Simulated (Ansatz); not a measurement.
Polymorphs of ZrTa, each relaxed with plane-wave PAW PBE (Ansatz code):

A: Cmcm, a = 2.9549 Å, b = 11.4564 Å, c = 4.9040 Å, α = β = γ = 90.00°

B: Pmma, a = 4.693 Å, b = 3.558 Å, c = 4.960 Å, α = 90.00°, β = 90.00°, γ = 90.00°

C: L1₀ or tetragonal B2 (P4/mmm), a = b = 2.918 Å, c = 4.827 Å, α = β = γ = 90.00°

D: CsCl type (Pm-3m), a = 3.441 Å, b = 3.441 Å, c = 3.441 Å, α = 90.00°, β = 90.00°, γ = 90.00°

E: rock salt (Fm-3m), a = b = c = 5.6599 Å, α = β = γ = 90.00°

Q: Put the candidates in order of energy per atom at 0 K, lowest first, for PBE.

A: B (+0 meV/atom), A (+36 meV/atom), D (+52 meV/atom), C (+60 meV/atom), E (+1003 meV/atom)

Typed or built starts, not in the databases checked: A; B; C; D; E. All cells were relaxed under the symmetry of their starts (and spin orders); stability against distortions was not tested throughout. Rows with no word on spin ran without spin polarisation. Scalar-relativistic: spin–orbit coupling is off unless named, which matters more the heavier the elements.

Energies hold the estimated change up to a 700 eV cutoff; steps of a few meV lie near the error of the meshes.

Potentials: the later of the program's two PAW sets.
